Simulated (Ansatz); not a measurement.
**Zone-centre phonons of ScAl: input and output**

All numbers below come from Ansatz 0.2.0, DFT LDA, scalar-relativistic, plane waves, PAW.

Launched with:
```bash
ansatz run input.yaml --threads 1 --pin off --max-ram 3072MiB --backend cpu --events-out ev --progress --plain --runs-dir out
```

Input (bare energies are in eV):
```yaml
crystal:
  lattice:
    - [3.31037855, 0.0, 0.0]
    - [0.0, 3.31037855, 0.0]
    - [0.0, 0.0, 3.31037855]
  atoms:
    - { symbol: Sc, position: [0.5, 0.5, 0.5] }
    - { symbol: Al, position: [0.0, 0.0, 0.0] }
basis:
  ecutwfc: 420
kpoints:
  mp_grid: { grid: [12, 12, 12] }
hamiltonian:
  xc: lda
scf:
  occupations: { method: fermi_dirac, width: 0.15 }
output:
  eigenvalues: true
phonons:
  method: dfpt
  eigenvectors: true
```

Results section of the output:
```
--- Phonons (Γ-DFPT): 2 representative perturbations + reference, on 196 of 1728 k-points (Σ response iterations 6) ---
  k mesh reduced under 8 symmetry operations, with k and −k counted as one. Each operation leaves every solved perturbation unchanged. A smaller set is not used because it would not reduce the number of displacements ...
  ASR residual: 1.454e-3 → 0.000e0 eV/Å²; symmetrization residual: 3.908e-7 eV/Å²
  ASR residual per site (eV/Å²): 1.45e-3 1.31e-5
  Γ frequencies (cm⁻¹): 0.00 0.00 0.00 295.04 295.04 295.04
  non-analytic LO–TO correction: not included (Born effective charges unavailable; polar crystals: no LO–TO splitting at Γ)
```

Time: 22 s on 1 thread of Arm Neoverse V1, with other jobs on the host, peak memory 0.54 GiB.

In a metal, frequencies and elastic constants depend on the k mesh and the smearing, soft modes and shear constants most.